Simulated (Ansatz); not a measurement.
Here is the system:

LiRh₃:
```
CELL_PARAMETERS angstrom
     -1.32734     4.28977     2.32258
      1.32734    -4.28977     2.32258
      1.32734     4.28977    -2.32258
ATOMIC_POSITIONS crystal
  Li 0.98829 0.98829 0.00000
  Rh 0.54946 0.30492 0.24454
  Rh 0.06038 0.30492 0.75546
  Rh 0.49886 0.99886 0.50000
```

This is the r²SCAN-relaxed structure.

**Question.** All from plane-wave PAW r²SCAN (Ansatz code), unless another level is named. Predict the density of states at the Fermi level.

**Answer.** 0.82 states/eV per atom (mean over ±0.08 eV).

**Question.** Give the formation energy from the elements (no fitted shifts).

**Answer.** -0.14 eV/atom.

Space group Imm2. The first step of the workflow began from a Materials Project structure, measured or hypothetical; the Crystallography Open Database copy checked does not list it. With Li and Rh taken as one species the cell has the higher symmetry P6_3/mmc, so it may be an ordered model of a mixed-site phase. Its standing as an ambient phase is unchecked. Symmetry was held in the r²SCAN relaxation; whether a distortion lowers the energy is not shown. No spin polarisation was allowed. The references are the lowest solids computed at this level, not always the standard phases. Spin–orbit coupling is left out wherever it is not named.

Potentials: the later of the program's two PAW sets.
